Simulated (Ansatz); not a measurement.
A geometry of TiO2 away from equilibrium: the start of the relaxation of a generated cell, TiO2 placed in the AFLOW prototype A2B_tI12_141_e_a (C5, as in TiO2). All values below come from r2SCAN (plane waves to 500 eV, PAW, scalar-relativistic; Ansatz, a quantum-chemistry and plane-wave program). Γ-centred k-mesh 9×9×9 on the run's cell (coarser than for final values), Fermi–Dirac smearing 0.05 eV.

```xyz
6
Lattice="-1.7824 1.7824 4.4803 1.7824 -1.7824 4.4803 1.7824 1.7824 -4.4803" Properties=species:S:1:pos:R:3 pbc="T T T"
O      0.0000     0.0000     2.9844
O      1.7824     0.0000     3.7360
O      0.0000     0.0000     5.9762
O      1.7824     0.0000     0.7443
Ti     0.0000     1.7824     2.2402
Ti     0.0000     0.0000     0.0000
```

Question: Predict the force on each atom, in eV/Å.

Answer: 
| atom | Fx | Fy | Fz |
|---|---|---|---|
| O1 | 0.00 | 0.00 | -3.86 |
| O2 | 0.00 | 0.00 | 3.86 |
| O3 | 0.00 | 0.00 | 3.86 |
| O4 | 0.00 | 0.00 | -3.86 |
| Ti5 | 0.00 | 0.00 | 0.00 |
| Ti6 | 0.00 | 0.00 | 0.00 |

Question: What is the pressure?

Answer: +23.4 GPa, compression positive.

No spin polarisation in the result.

The run could not lose the symmetry of its start.
